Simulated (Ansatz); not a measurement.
NbS$_{2}$Br$_{2}$:
```xyz
10
Lattice="3.3087 5.6859 0.0000 -3.3087 5.6859 0.0000 -2.4047 0.0000 6.5786" Properties=species:S:1:pos:R:3 pbc="T T T"
Nb     0.0000     1.4278     0.0000
Nb     0.0000     9.9440     0.0000
S      0.7158     5.6859     4.5471
S     -3.1205     5.6859     2.0315
S     -1.4799     5.6859     0.8679
S     -0.9248     5.6859     5.7107
Br     1.2258     8.0034     1.5378
Br    -3.6305     3.3684     5.0408
Br    -3.6305     8.0034     5.0408
Br     1.2258     3.3684     1.5378
```

Relaxed with r²SCAN+D4.

Give the Bader charges and basin volumes of the independent atoms, plane-wave PAW r²SCAN+D4 (Ansatz code).



```
atom  Bader charge (e)  Bader volume (Å³)
----  ----------------  -----------------
Nb1              +1.76               12.4
S3               -0.35               25.0
S5               -0.33               23.1
Br7              -0.54               31.3
```

Space group C2/m. The workflow started from a Materials Project entry (that database holds measured and hypothetical structures alike); the Crystallography Open Database copy checked does not list it. Its standing as an ambient phase is unchecked. Symmetry was held in the r²SCAN+D4 relaxation; whether a distortion lowers the energy is not shown. No spin polarisation was allowed.

Potentials: the later of the program's two PAW sets.
